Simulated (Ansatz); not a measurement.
Ansatz (a first-principles code) input:

Ansatz 0.2 input:
```yaml
crystal:
  lattice:
    - [0.0, 2.1037050197, 2.1037050197]
    - [2.1037050197, 0.0, 2.1037050197]
    - [2.1037050197, 2.1037050197, 0.0]
  atoms:
    - { symbol: Mg, position: [0.5, 0.5, 0.5] }
    - { symbol: O, position: [0.0, 0.0, 0.0] }
kpoints:
  mp_grid: { grid: [11, 11, 11] }
hamiltonian:
  xc: r2scan
  pseudopotentials: { azcp: { folder: ./paw }, kind: paw }
scf:
  occupations: { method: fixed }
checkpoint: { read: static.run }
output: { bader: true, populations: true }
```

Output (shortened):

```
Pseudopotential: Mg, paw, valence charge 10
Pseudopotential: O, paw, valence charge 6
Functional definition: r2SCAN
Crystal: 2 atoms, lattice volume = 18.620 Å³
Basis set: ecut = 500 eV, 459 PW (Γ), exchange–correlation on 96×96×96 points (64 copies of the dense FFT grid, shifted against one another)
Bands: 12, of which v1, the nominal top of the filled ones, is band 8 counted from 1 (7 counted from 0)
Symmetry: 48 space group operations
Space group: Fm-3m (ITA 225), of the structure as read, at distance tolerance 2.7e-5 Å
k-points: 56 of 1331
Stability of the state it starts from, as read at its close in the unpolarized treatment …
iter 1 solved again at ethr=1.97e-8 eV; its pass at ethr=3.10e-3 eV (dr2=3.15e-6 eV) is discarded
SCF iter   1: F=—  HF=-2498.322798 eV  |F-HF|=—  |Δ(HF+E_count)|=         —  Δρ=3.37e-7  dr2=8.82e-12  dr2_τ=1.16e-12  ethr=1.97e-8  ⟨swp⟩=3.5  Hψ=5558  notcnv=0  defer=110
preconditioner: auto → none
SCF iter   2: F=-2498.322798 eV  HF=-2498.322798 eV  |F-HF|=3.18e-12  |Δ(HF+E_count)|=  7.54e-10  Δρ=2.15e-7  dr2=3.45e-12  dr2_τ=1.20e-12  ethr=1.00e-12  ⟨swp⟩=7.5  Hψ=2939  notcnv=0
SCF 1 converged in 2 iterations: F = -2498.322798 eV  dr2 = 3.45e-12
SCF converged after 2 iterations
Free energy (F): -2498.322798 eV
Harris-Foulkes:  -2498.322798 eV  (|F-HF|=3.18e-12)
Internal energy: -2498.322798 eV  (E = F + TS)
E sigma→0 (E₀):  -2498.322798 eV
Fermi energy:    7.685008 eV
--- Per-component energies (eV) ---
  E_band       = -312.750798
  E_kinetic    = 244.493297
  E_local      = -1693.734851  (includes V_loc(G=0)·N_el)
  E_nonlocal   = 246.650061
  E_hartree    = 563.011766
  E_xc         = -98.711638
  E_vxc        = -142.194631  (∫ρ·V_xc dr)
  E_paw        = -469.181282  (= ΣΔE_a)
  E_vpaw       = -103.068348  (= ΣTr[D̂ρ^β])
  E_aug_tail   = 0.000290  (compensation charges beyond the density's cutoff)
  E_vtau       = 9.079881  (kinetic-family band-sum trace: ∫τ·v_τ [+ j·A + Jᵃ·Aᵃ] dr)
  E_ewald      = -1290.792292
  E_core_change = -0.058149  (= ΣΔE_core)
  E_smearing   =  0.000000  (= −TS)
  E_closure    =  0.000000  (closes the sum)
  Σ components = -2498.322798   (vs F -2498.322798, Δ=0.00e0)
  [band-id]    e_kinetic+e_local+e_nonlocal+2·e_hartree+e_vxc+e_vpaw+e_augmentation_tail+e_vtau = -312.750768   (vs E_band -312.750798, Δ=3.00e-5)
--- Band table (eV; the first three rows and the last of 56) ---
  k-point 0: bands = ["-67.2168", "-32.2937", "-32.2937", "-32.2937", "-10.5295", "7.6850", "7.6850", "7.6850", "13.3634", "24.5377", "24.5377", "24.5377"]
  k-point 1: bands = ["-67.2162", "-32.3007", "-32.2943", "-32.2943", "-10.4396", "7.1580", "7.6272", "7.6272", "13.8793", "23.4582", "24.7498", "24.7498"]
  k-point 2: bands = ["-67.2145", "-32.3193", "-32.2960", "-32.2960", "-10.1892", "6.0010", "7.4765", "7.4765", "14.9630", "22.0194", "25.2334", "25.2334"]
  k-point 55: bands = ["-67.2061", "-32.3461", "-32.3431", "-32.3217", "-8.9709", "4.5891", "4.8016", "6.0507", "19.9792", "20.7080", "21.1453", "24.7544"]
--- Löwdin populations: 2 sites ---
  site symbol       q [e]
     0     Mg      8.4365
     1      O      7.4253
  spilling = 0.008635 (of n_electrons = 16.000000)
--- Bader charges: 2 sites ---
  site symbol  charge [e]  shift [e]
     0     Mg      1.7430     0.0069
     1      O     -1.7430     0.0069
  shift: an alarm, by how much a part of what the PAW files miss would move the charge. Where it is large, compare
  with a run on PAW files of another source; a small one proves nothing
  estimated error of the sums over rays = 1.1e-4 e
```

Cost: roughly 10 core-seconds on shared cores.

The r²SCAN relaxation kept the symmetry of its start. The volume moved by -16 % from the start of the relaxation.

Potentials: the earlier of the program's two PAW sets.

Ansatz is a plane-wave DFT program.
